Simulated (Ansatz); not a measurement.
## SnSb2S4Cl: reading a single point

```
Sn Sb S Cl
1.0
     0.00000    3.82877    0.00000
     9.98875   -1.91438    0.00000
    -4.36887    1.91438  -10.08451
Sn Sb S Cl
2 4 8 2
Direct
  0.33668 0.10714 0.43378
  0.66332 0.89286 0.56622
  0.04659 0.31008 0.21690
  0.95341 0.68992 0.78310
  0.70494 0.31292 0.90304
  0.29506 0.68708 0.09696
  0.21230 0.07640 0.65180
  0.78770 0.92360 0.34820
  0.31950 0.50750 0.86850
  0.68050 0.49250 0.13150
  0.10130 0.17790 0.97530
  0.89870 0.82210 0.02470
  0.46340 0.13900 0.21220
  0.53660 0.86100 0.78780
  0.89602 0.32676 0.53472
  0.10398 0.67324 0.46528
```

The numbers come from plane-wave PAW DFT (Ansatz): PBE, no spin polarisation, 420 eV, 5×5×5 Γ-centred k points, fermi-dirac occupations (width 0.1 eV). Nothing was relaxed.

Charges: Bader charges in e: Sn +1.38, Sb +1.23, S -0.86 to -0.74, Cl -0.63. In the mean Sn gives up most and S takes most.
Contacts: Sb–S at 2.44 Å: least valence density 0.59 e/Å³ and ELF 0.53 there. Sn–S at 2.53 Å: least valence density 0.46 e/Å³ and ELF 0.42 there. Sn–Cl at 2.79 Å: least valence density 0.27 e/Å³ and ELF 0.27 there. Both are smooth PAW fields, read partly inside the augmentation spheres.
Formation energy: -0.33 eV an atom against the elements' usual phases (free molecules for gases, crystals otherwise, with no correction for O₂ or N₂), so it is bound against them; other compounds may still compete. Relaxing would lower it.
Electronic structure: It is a metal, with about 7.5 states/eV a cell as the mean within 0.25 eV of the Fermi level, mostly S p (41 %) and Sn s (31 %).
Stress: The pressure is 5.5 GPa (compression positive), so with the atoms held at these fractions the cell would first expand; the forces are large, so a full relaxation may end otherwise. The principal stresses 4.6, 4.9, 6.9 GPa differ, so its shape would change too.
Forces: The largest is on S7 (and as large on other atoms): 1.17 eV/Å, components (0.24, 0.00, -1.14). It makes 138° with the line to a nearest neighbour, Sn1 at 2.53 Å, pointing away from it.

Origin: a known structure type with other elements, at an estimated volume, so it need not be a known compound. Caveats: many states at the Fermi level without spin polarisation, so a magnetic state may lie lower; the k mesh is coarse if the cell is a metal.
